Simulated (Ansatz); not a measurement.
GaCuSe2:
```yaml
crystal:
  lattice:
    - [-2.82516, 2.82516, 5.55413]
    - [2.82516, -2.82516, 5.55413]
    - [2.82516, 2.82516, -5.55413]
  atoms:
    - { symbol: Cu, position: [0.00000, 0.00000, 0.00000] }
    - { symbol: Cu, position: [0.75000, 0.25000, 0.50000] }
    - { symbol: Ga, position: [0.50000, 0.50000, 0.00000] }
    - { symbol: Ga, position: [0.25000, 0.75000, 0.50000] }
    - { symbol: Se, position: [0.37500, 0.37635, 0.50135] }
    - { symbol: Se, position: [0.62365, 0.12500, 0.99865] }
    - { symbol: Se, position: [0.87500, 0.87365, 0.49865] }
    - { symbol: Se, position: [0.12635, 0.62500, 0.00135] }
```

Relaxed with HSE06.

Problem. Give the Bader charges and basin volumes of the independent atoms, HSE06 (plane waves, PAW; program Ansatz).

Solution. 

| atom | Bader charge (e) | Bader volume (Å³) |
|---|---|---|
| Cu1 | +0.39 | 15.6 |
| Ga3 | +1.12 | 14.4 |
| Se5 | -0.75 | 29.3 |

Space group I-42d (chalcopyrite). The HSE06 relaxation kept the symmetry of its start. No spin polarisation was allowed.

Potentials: the later of the program's two PAW sets.
